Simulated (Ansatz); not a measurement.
CdGeAs2 (chalcopyrite, I-42d), plane-wave PAW PBE (Ansatz code), all energies at zero smearing, with the estimated change up to a 700 eV cutoff added, with one set of potentials and settings (totals compare only within such a set). Cell of 8 atoms (2 Cd, 2 Ge, 4 As): -44524.207 eV.

```csv
element,reference phase,E (eV/atom)
Cd,"P6_3/mmc, 2 atoms in the cell",-8254.4547
Ge,"Fd-3m, 2 atoms in the cell",-4294.9847
As,"R-3m, 2 atoms in the cell",-4856.1377
```

Formation energy per atom, worked out: (-44524.207 − 2×(-8254.4547) − 2×(-4294.9847) − 4×(-4856.1377))/8 = -0.097 eV/atom (-9 kJ per mol of atoms), at 0 K, without zero-point energy or fitted corrections.

Symmetry was held in the PBE relaxation. The references are the lowest solids computed at this level, not always the standard phases.

Potentials: the later of the program's two PAW sets.
